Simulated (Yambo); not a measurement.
```
CELL_PARAMETERS angstrom
      3.22015    -4.13844     0.00000
      3.22015     4.13844     0.00000
     -1.05229     0.00000     4.37320
ATOMIC_POSITIONS crystal
  O  0.92560 0.62126 0.27967
  O  0.07440 0.37874 0.72033
  O  0.37874 0.07440 0.72033
  O  0.62126 0.92560 0.27967
  O  0.00000 0.00000 0.00000
  O  0.61907 0.61907 0.78722
  O  0.38093 0.38093 0.21278
  Mg 0.68793 0.31207 0.50000
  Mg 0.31207 0.68793 0.50000
  P  0.78009 0.78009 0.09325
  P  0.21991 0.21991 0.90675
```

Mg2P2O7 (space group C2/m, No. 12): mean Im ε in 1 eV windows above the direct gap of 8.50 eV, for different electron-hole kernels (Yambo, broadening 0.15 eV, PBEsol (Quantum ESPRESSO, PseudoDojo norm-conserving, 84 Ry, scalar-relativistic) bands; 4×4×4 mesh, 17 valence and 8 conduction bands, static screening with 79 bands and a 3 Ry block, scissor 2.67 eV, Tamm-Dancoff; field along x).

```tsv
window (eV)	independent quasiparticles	RPA (no attraction)	BSE
8.5 to 9.5	0.2	0.1	4.1
9.5 to 10.5	0.6	0.5	4.4
10.5 to 11.5	1.6	1.2	1.8
11.5 to 12.5	3.8	3.0	1.5
```

This run doesn't resolve bound excitons or single peaks, so only averages are given, and they too depend on the mesh; weight that the attraction moves below the gap isn't listed. All transitions below 13.43 eV are in the band window. The scissor comes from a G0W0 run whose convergence isn't established.

Geometry of the Materials Project entry, not relaxed at this level.
